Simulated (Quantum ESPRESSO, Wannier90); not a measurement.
Ba(MgP)₂ (P-3m1): Wannier90 run

Materials Project entry mp-8278; symmetrised, unrelaxed at this level. Not found in the COD (Crystallography Open Database) copy used; not checked further. Level: PBEsol, spinors with spin-orbit coupling; pw.x of Quantum ESPRESSO at 68 Ry with PseudoDojo potentials, 4×4×4 k-points, Wannier90. Density: 12×12×4 mesh, Gaussian smearing 0.01 Ry.

On the energy scale of pw.x, whose zero is arbitrary, the valence-band maximum lies at 6.12 eV.

Input w.win:

```
num_bands = 2
num_wann = 2
exclude_bands = 1-18,21-92
spinors = true
num_iter = 1000
conv_tol = 1.0e-6
conv_window = 4
write_hr = true
write_u_matrices = true
auto_projections = true
begin unit_cell_cart
ang
    4.3742801718    0.0000000000    0.0000000000
   -2.1871400859    3.7882377520    0.0000000000
    0.0000000000    0.0000000000    7.6266900000
end unit_cell_cart
begin atoms_frac
Ba   0.0000000000  0.0000000000  0.0000000000
Mg  -0.3333333333  0.3333333333  0.3781400000
Mg   0.3333333333 -0.3333333333 -0.3781400000
P   -0.3333333333  0.3333333333 -0.2787500000
P    0.3333333333 -0.3333333333  0.2787500000
end atoms_frac
mp_grid = 4 4 4
begin kpoints
0.0000000000 0.0000000000 0.0000000000
0.0000000000 0.0000000000 0.2500000000
0.0000000000 0.0000000000 0.5000000000
... (61 more lines: the 4x4x4 mesh through Gamma)
end kpoints
```

Input of pw2wannier90.x that gives the overlap and projection files (equivalent; here they were cut from one run over all bands):

```
&inputpp
  outdir = './out'
  prefix = 'pwscf'
  seedname = 'w'
  write_amn = .true.
  write_mmn = .true.
  scdm_proj = .true.
  scdm_entanglement = 'isolated'
/
```

Output w.wout (banner and timings cut):

```
                                    ------
                                    SYSTEM
                                    ------

                              Lattice Vectors (Ang)
                    a_1     4.374280   0.000000   0.000000
                    a_2    -2.187140   3.788238   0.000000
                    a_3     0.000000   0.000000   7.626690

                   Unit Cell Volume:     126.38046  (Ang^3)

                        Reciprocal-Space Vectors (Ang^-1)
                    b_1     1.436393   0.829302  -0.000000
                    b_2     0.000000   1.658604   0.000000
                    b_3     0.000000  -0.000000   0.823842

 *----------------------------------------------------------------------------*
 |   Site       Fractional Coordinate          Cartesian Coordinate (Ang)     |
 +----------------------------------------------------------------------------+
 | ba   1   0.00000   0.00000   0.00000   |    0.00000   0.00000   0.00000    |
 | mg   1  -0.33333   0.33333   0.37814   |   -2.18714   1.26275   2.88396    |
 | mg   2   0.33333  -0.33333  -0.37814   |    2.18714  -1.26275  -2.88396    |
 | p    1  -0.33333   0.33333  -0.27875   |   -2.18714   1.26275  -2.12594    |
 | p    2   0.33333  -0.33333   0.27875   |    2.18714  -1.26275   2.12594    |
 *----------------------------------------------------------------------------*
                                ------------
                                K-POINT GRID
                                ------------

             Grid size =  4 x  4 x  4      Total points =   64

 *---------------------------------- MAIN ------------------------------------*
 |  Number of Wannier Functions               :                 2             |
 |  Number of Objective Wannier Functions     :                 2             |
 |  Number of input Bloch states              :                 2             |
 |  Output verbosity (1=low, 5=high)          :                 1             |
 |  Timing Level (1=low, 5=high)              :                 1             |
 |  Optimisation (0=memory, 3=speed)          :                 3             |
 |  Length Unit                               :               Ang             |
 |  Post-processing setup (write *.nnkp)      :                 F             |
 |  Using Gamma-only branch of algorithms     :                 F             |
 *----------------------------------------------------------------------------*
 *------------------------------- WANNIERISE ---------------------------------*
 |  Total number of iterations                :              1000             |
 |  Number of CG steps before reset           :                 5             |
 |  Trial step length for line search         :             2.000             |
 |  Convergence tolerence                     :         0.100E-05             |
 |  Convergence window                        :                 4             |
 |  Iterations between writing output         :                 1             |
 |  Iterations between backing up to disk     :               100             |
 |  Write r^2_nm to file                      :                 F             |
 |  Write xyz WF centres to file              :                 F             |
 |  Write on-site energies <0n|H|0n> to file  :                 F             |
 |  Use guiding centre to control phases      :                 F             |
 |  Use phases for initial projections        :                 F             |
 *----------------------------------------------------------------------------*
 *-------------------------------- PLOTTING ----------------------------------*
 |  Plotting Hamiltonian in WF basis          :                 T             |
 *----------------------------------------------------------------------------*

       ... (k-mesh section left out)

 Starting a new Wannier90 calculation ...

 Reading overlaps from w.mmn

 Reading projections from w.amn

 *------------------------------- WANNIERISE ---------------------------------*
 +--------------------------------------------------------------------+<-- CONV
 | Iter  Delta Spread     RMS Gradient      Spread (Ang^2)            |<-- CONV
 +--------------------------------------------------------------------+<-- CONV

 ------------------------------------------------------------------------------
 Initial State
  WF centre and spread    1  ( -0.000013,  0.000025, -0.000194 )     1.30093466
  WF centre and spread    2  (  0.000013, -0.000025,  0.000194 )     1.32294683
  Sum of centres and spreads ( -0.000000, -0.000000,  0.000000 )     2.62388149

      0     0.262E+01     0.0000000000        2.6238814864  <-- CONV
        O_D=      0.0226432 O_OD=      0.0017760 O_TOT=      2.6238815 <-- SPRD
 ------------------------------------------------------------------------------
      1    -0.231E-01     0.1496064389        2.6008209296  <-- CONV
        O_D=      0.0006736 O_OD=      0.0006851 O_TOT=      2.6008209 <-- SPRD
      2    -0.581E-04     0.0128171534        2.6007628160  <-- CONV
        O_D=      0.0006327 O_OD=      0.0006678 O_TOT=      2.6007628 <-- SPRD
      3    -0.871E-05     0.0047497102        2.6007541040  <-- CONV
        O_D=      0.0006278 O_OD=      0.0006641 O_TOT=      2.6007541 <-- SPRD
      4    -0.695E-06     0.0017352320        2.6007534087  <-- CONV
        O_D=      0.0006276 O_OD=      0.0006635 O_TOT=      2.6007534 <-- SPRD
      5    -0.510E-06     0.0011081847        2.6007528983  <-- CONV
        O_D=      0.0006276 O_OD=      0.0006631 O_TOT=      2.6007529 <-- SPRD
      6    -0.196E-06     0.0008011816        2.6007527025  <-- CONV
        O_D=      0.0006275 O_OD=      0.0006629 O_TOT=      2.6007527 <-- SPRD
      7    -0.679E-08     0.0001798078        2.6007526957  <-- CONV
        O_D=      0.0006275 O_OD=      0.0006629 O_TOT=      2.6007527 <-- SPRD
             <<<     Delta < 1.000E-06  over  4 iterations     >>>
             <<< Wannierisation convergence criteria satisfied >>>
 Final State
  WF centre and spread    1  (  0.000000, -0.000000, -0.000000 )     1.30037635
  WF centre and spread    2  ( -0.000000,  0.000000,  0.000000 )     1.30037635
  Sum of centres and spreads ( -0.000000, -0.000000,  0.000000 )     2.60075270

         Spreads (Ang^2)       Omega I      =     2.599462263
        ================       Omega D      =     0.000627499
                               Omega OD     =     0.000662934
    Final Spread (Ang^2)       Omega Total  =     2.600752696
```
